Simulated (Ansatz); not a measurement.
Each is relaxed and computed with plane-wave PAW PBEsol (Ansatz code). Which is the only one with a gap?
A) SiNi3, Cu3Au type
B) LaSi2, I4_1/amd (La on 4b, Si on 8e)
C) Si2Mo3, P4/mbm (Si on 4g, Mo on 2a, Mo on 4h)
D) SiO2, rutile

D, SiO2, rutile. SiO2: gap 5.35 eV (direct); Si2Mo3: metal; LaSi2: metal; SiNi3: metal. Not the usual ambient phase: SiO2, rutile. Standing as an ambient phase not checked: Si2Mo3, P4/mbm (Si on 4g, Mo on 2a, Mo on 4h); LaSi2, I4_1/amd (La on 4b, Si on 8e). All cells were relaxed under the symmetry of their starts (and spin orders); stability against distortions was not tested throughout. Rows with no word on spin ran without spin polarisation. Spin–orbit coupling is left out wherever it is not named.

Potentials: the later of the program's two PAW sets.
